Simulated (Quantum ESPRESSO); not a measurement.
**Band energies of BeS**

```xyz
2
Lattice="0.0000 2.3980 2.3980 2.3980 0.0000 2.3980 2.3980 2.3980 0.0000" Properties=species:S:1:pos:R:3 pbc="T T T"
Be     0.0000     0.0000     0.0000
S      1.1990     1.1990     1.1990
```

norm-conserving LDA (Quantum ESPRESSO, 88 Ry, no spin-orbit coupling); path ΓXWKΓLUWLK,UX; energies in eV from the valence-band maximum.

```
k (1/Å)  point  band 1  band 2  band 3  band 4  band 5  band 6  band 7  band 8
-------  -----  ------  ------  ------  ------  ------  ------  ------  ------
0.00         Γ  -97.27  -13.89    0.00    0.00    0.00    5.51    5.51    5.51
0.33            -97.27  -13.65   -0.99   -0.63   -0.63    5.04    6.51    6.51
0.66            -97.27  -12.96   -2.81   -1.71   -1.71    4.25    6.49    8.66
0.98            -97.27  -12.07   -4.47   -2.51   -2.51    3.30    5.14   11.14
1.31         X  -97.27  -11.60   -5.21   -2.79   -2.79    2.83    4.76   12.81
1.42            -97.27  -11.60   -5.18   -2.85   -2.85    2.99    4.89   12.64
1.75            -97.27  -11.55   -4.77   -3.60   -3.40    4.97    6.54   10.00
1.97         W  -97.27  -11.54   -4.37   -4.11   -3.57    6.33    7.88    8.38
2.08            -97.27  -11.55   -4.48   -4.13   -3.35    5.92    7.62    8.81
2.43         K  -97.27  -11.61   -4.71   -4.35   -2.32    4.15    7.41   10.54
2.54            -97.27  -11.67   -4.70   -4.42   -2.09    4.49    8.55    9.82
2.86            -97.27  -12.20   -4.70   -3.39   -1.28    5.59    7.94    8.49
3.18            -97.27  -13.01   -3.39   -2.03   -0.52    6.20    6.60    7.00
3.60            -97.27  -13.79   -0.69   -0.31   -0.04    5.52    5.63    5.87
3.82         Γ  -97.27  -13.89    0.00    0.00    0.00    5.51    5.51    5.51
3.92            -97.27  -13.87   -0.20   -0.03   -0.03    5.51    5.57    5.57
4.23            -97.27  -13.51   -2.25   -0.40   -0.40    5.50    6.18    6.18
4.64            -97.27  -12.59   -5.16   -0.95   -0.95    5.48    6.50    6.50
4.95         L  -97.27  -12.18   -6.06   -1.09   -1.09    5.47    6.40    6.40
5.25            -97.27  -12.04   -5.82   -2.09   -1.42    5.52    6.97    7.27
5.65            -97.27  -11.65   -4.84   -4.22   -2.18    4.36    8.05   10.01
5.75         U  -97.27  -11.61   -4.71   -4.35   -2.32    4.15    7.41   10.54
5.99            -97.27  -11.58   -4.60   -4.23   -2.89    5.09    7.49    9.48
6.22         W  -97.27  -11.54   -4.37   -4.11   -3.57    6.33    7.88    8.38
6.31            -97.27  -11.55   -4.45   -4.13   -3.38    6.28    7.66    8.62
6.68            -97.27  -11.88   -5.50   -2.90   -1.95    5.90    6.53    9.14
6.96            -97.27  -12.12   -5.97   -1.51   -1.24    5.75    6.29    6.82
7.14         L  -97.27  -12.18   -6.06   -1.09   -1.09    5.47    6.40    6.40
7.23            -97.27  -12.16   -6.03   -1.20   -1.12    5.55    6.38    6.49
7.59            -97.27  -11.90   -5.54   -2.93   -1.71    5.08    8.03    8.17
7.86            -97.27  -11.65   -4.81   -4.26   -2.20    4.33    7.98   10.08
7.95         K  -97.27  -11.61   -4.71   -4.35   -2.32    4.15    7.41   10.54
7.95         U  -97.27  -11.61   -4.71   -4.35   -2.32    4.15    7.41   10.54
8.04            -97.27  -11.59   -4.88   -3.99   -2.48    3.86    6.48   11.17
8.41         X  -97.27  -11.60   -5.21   -2.79   -2.79    2.83    4.76   12.81
```

The LDA gap is indirect, 2.83 eV, from Γ to X; the smallest direct gap is 5.50 eV.

Geometry relaxed with LDA.
